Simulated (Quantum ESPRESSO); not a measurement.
## Band energies of GaN at +0.5 % isotropic strain

```
CELL_PARAMETERS angstrom
      3.19972     0.00000     0.00000
     -1.59986     2.77104     0.00000
      0.00000     0.00000     5.21263
ATOMIC_POSITIONS crystal
  N  0.66667 0.33333 0.87582
  N  0.33333 0.66667 0.37582
  Ga 0.66667 0.33333 0.49918
  Ga 0.33333 0.66667 0.99918
```

norm-conserving PBE (stringent potentials; Quantum ESPRESSO, 114 Ry, scalar-relativistic); path ΓMKΓALHA,LM,KH; energies in eV from the valence-band maximum.

| k (1/Å) | point | band 22 | band 23 | band 24 | band 25 | band 26 | band 27 | band 28 | band 29 |
|---|---|---|---|---|---|---|---|---|---|
| 0.00 | Γ | -1.01 | -1.01 | -0.04 | 0.00 | 0.00 | 1.86 | 4.22 | 9.13 |
| 0.34 |  | -2.42 | -1.49 | -1.43 | -0.26 | -0.19 | 3.20 | 5.33 | 8.32 |
| 0.68 |  | -4.55 | -3.49 | -2.19 | -1.00 | -0.64 | 4.63 | 5.81 | 6.96 |
| 1.02 |  | -5.13 | -4.22 | -2.65 | -2.03 | -0.95 | 5.07 | 5.53 | 6.10 |
| 1.13 | M | -5.23 | -4.13 | -2.69 | -2.16 | -0.98 | 5.07 | 5.51 | 6.04 |
| 1.35 |  | -5.18 | -4.08 | -3.17 | -2.22 | -1.43 | 5.81 | 5.84 | 6.07 |
| 1.68 |  | -5.16 | -4.92 | -3.21 | -2.66 | -2.55 | 5.26 | 7.42 | 7.82 |
| 1.79 | K | -5.29 | -5.18 | -2.92 | -2.92 | -2.67 | 5.20 | 7.71 | 7.71 |
| 2.01 |  | -5.29 | -4.39 | -3.64 | -2.36 | -2.24 | 5.47 | 7.05 | 7.89 |
| 2.44 |  | -3.98 | -3.64 | -2.37 | -1.00 | -0.88 | 4.87 | 6.82 | 7.28 |
| 2.77 |  | -2.25 | -1.71 | -1.17 | -0.24 | -0.23 | 3.15 | 5.31 | 8.63 |
| 3.10 | Γ | -1.01 | -1.01 | -0.04 | 0.00 | 0.00 | 1.86 | 4.22 | 9.13 |
| 3.46 |  | -1.97 | -0.81 | -0.81 | -0.22 | -0.22 | 3.36 | 4.34 | 8.62 |
| 3.70 | A | -3.81 | -0.52 | -0.52 | -0.52 | -0.52 | 4.20 | 4.20 | 8.43 |
| 3.80 |  | -3.82 | -0.64 | -0.64 | -0.55 | -0.55 | 4.31 | 4.31 | 8.35 |
| 4.11 |  | -4.04 | -1.73 | -1.73 | -0.97 | -0.97 | 5.17 | 5.17 | 7.65 |
| 4.52 |  | -5.73 | -2.00 | -2.00 | -1.69 | -1.69 | 4.72 | 4.72 | 7.76 |
| 4.83 | L | -6.52 | -1.90 | -1.90 | -1.86 | -1.86 | 4.40 | 4.40 | 7.72 |
| 5.16 |  | -6.32 | -3.14 | -3.14 | -1.56 | -1.56 | 5.34 | 5.34 | 8.04 |
| 5.49 | H | -6.09 | -4.11 | -4.11 | -1.45 | -1.45 | 6.37 | 6.37 | 7.31 |
| 5.75 |  | -5.99 | -3.57 | -3.57 | -1.55 | -1.55 | 5.92 | 5.92 | 7.85 |
| 6.01 |  | -5.29 | -2.52 | -2.52 | -1.79 | -1.79 | 5.67 | 5.67 | 7.82 |
| 6.36 |  | -4.08 | -1.74 | -1.74 | -1.13 | -1.13 | 5.32 | 5.32 | 7.59 |
| 6.62 |  | -3.82 | -0.84 | -0.84 | -0.62 | -0.62 | 4.49 | 4.49 | 8.21 |
| 6.80 | A | -3.81 | -0.52 | -0.52 | -0.52 | -0.52 | 4.20 | 4.20 | 8.43 |
| 6.80 | L | -6.52 | -1.90 | -1.90 | -1.86 | -1.86 | 4.40 | 4.40 | 7.72 |
| 7.10 |  | -5.80 | -3.24 | -2.47 | -1.65 | -1.27 | 4.30 | 5.10 | 7.50 |
| 7.40 | M | -5.23 | -4.13 | -2.69 | -2.16 | -0.98 | 5.07 | 5.51 | 6.04 |
| 7.40 | K | -5.29 | -5.18 | -2.92 | -2.92 | -2.67 | 5.20 | 7.71 | 7.71 |
| 7.60 |  | -5.55 | -5.05 | -2.90 | -2.51 | -2.51 | 5.55 | 7.44 | 7.44 |
| 8.00 | H | -6.09 | -4.11 | -4.11 | -1.45 | -1.45 | 6.37 | 6.37 | 7.31 |

The PBE gap is direct, 1.86 eV at Γ.

Spin-orbit splittings are left out.

Geometry strained from the cell relaxed with PBEsol, atoms relaxed again.
